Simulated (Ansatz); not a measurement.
With DFT-r²SCAN+D4 in the program Ansatz with PAW potentials, CdGaO3 in the tetragonal phase (P4mm; Ga on 1b, Cd on 1a, O on 2c, O on 1b) relaxes to a = 3.442 Å, c = 5.076 Å. Against the elements it lies at -115 kJ/mol of atoms, with no fitted shifts.

Electronic character: metallic (no gap). Gap from r²SCAN+D4 with spin–orbit coupling: none (metallic).

The bulk modulus is 127 GPa. Bader charges are Ga +1.96, Cd +1.36, O -1.26 to -1.03 e.

The start of the workflow was typed in or built on a structure type; neither database checked (COD, Materials Project) lists it. Its standing as an ambient phase is unchecked. The cell was relaxed with r²SCAN+D4 under the symmetry of its start; its stability against distortions is not shown here. With an odd number of electrons in the cell and no spin polarisation, the count alone makes it a metal. The references are the lowest solids computed at this level, not always the standard phases (solids in place of the gases). Scalar-relativistic: spin–orbit coupling is off unless named, which matters more the heavier the elements.

Potentials: the later of the program's two PAW sets.
